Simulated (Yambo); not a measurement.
Input:

```xyz
2
Lattice="0.0000 3.2228 3.2228 3.2228 0.0000 3.2228 3.2228 3.2228 0.0000" Properties=species:S:1:pos:R:3 pbc="T T T"
Ag     0.0000     0.0000     0.0000
I      1.6114     1.6114     1.6114
```

Workflow: norm-conserving PBEsol (Quantum ESPRESSO, 82 Ry, with spin-orbit coupling), then G0W0 in Yambo (4×4×4 Γ-centred k mesh, bands 9 to 152 and a 6 Ry block in the screening, 152 bands in G with the Bruneval-Gonze terminator, plasmon pole fitted at 27.2 eV).

### Question
Give the PBEsol and G0W0 gaps between the band edges found on this mesh, and say where the edges lie.

### Answer
Edges: Γ → Γ. PBEsol: 0.97 eV; G0W0: 2.08 eV. Nearest settings tried, and what they do to the gap: 74 bands in W: +110 meV. Not varied: bands in G, block, mesh. So the settings aren't converged at that level. 

Geometry relaxed with PBEsol.
